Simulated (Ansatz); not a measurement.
**Phonon dispersion of W at 0.98 times its equilibrium volume**

Level of theory: DFT PBEsol, scalar-relativistic, plane waves, PAW in Ansatz. Settings: 420 eV plane-wave cutoff, Γ-centred 20×20×20 mesh, Fermi-Dirac smearing of 0.15 eV. No spin polarisation. Phonons by linear response, acoustic sum rule imposed.

The cell, relaxed in shape and atoms at 0.98 times its equilibrium volume:
```xyz
1
Lattice="-1.5665 1.5665 1.5665 1.5665 -1.5665 1.5665 1.5665 1.5665 -1.5665" Properties=species:S:1:pos:R:3 pbc="T T T"
W     0.0000    0.0000    0.0000
```

In a metal, frequencies and elastic constants depend on the k mesh and the smearing, soft modes and shear constants most. Some empty bands missed the eigensolver's threshold. Spin–orbit coupling is left out, which matters for heavy elements. The q mesh is coarse, so values between its points are rough.

Force constants from linear response on a 2×2×2 q mesh.

Path: Γ–H–N–Γ–P–H | P–N. Distance along the path (Å⁻¹), then the branches (cm⁻¹, negative for imaginary):
```
0.000  0 0 0
0.251  39 39 65
0.501  76 76 122
0.752  109 109 166
1.003  137 137 192
1.253  159 159 202
1.504  174 174 198
1.755  183 183 190
2.006  186 186 186
2.183  185 185 188
2.360  180 182 194
2.537  174 176 202
2.715  166 169 211
2.892  157 162 219
3.069  149 156 226
3.246  144 152 231
3.424  142 150 232
3.601  139 147 228
3.778  131 139 215
3.955  118 125 193
4.133  100 106 164
4.310  79 83 129
4.487  54 58 89
4.664  28 29 45
4.842  0 0 0
5.059  35 35 55
5.276  69 69 106
5.493  101 101 149
5.710  130 130 183
5.927  154 154 205
6.144  174 174 214
6.361  189 189 211
6.578  199 199 199
6.795  182 205 205
7.013  165 206 206
7.230  154 204 204
7.447  153 200 200
7.664  162 196 196
7.881  173 191 191
8.098  183 188 188
8.315  186 186 186
8.315  199 199 199
8.441  191 197 206
8.566  183 192 213
8.691  175 183 219
8.816  167 173 224
8.942  160 162 228
9.067  152 155 230
9.193  144 151 232
9.318  142 150 232
```

Cost: 1 run of about 0.65 core-minutes, on Intel Xeon 6975P-C (Granite Rapids) (shared hosts).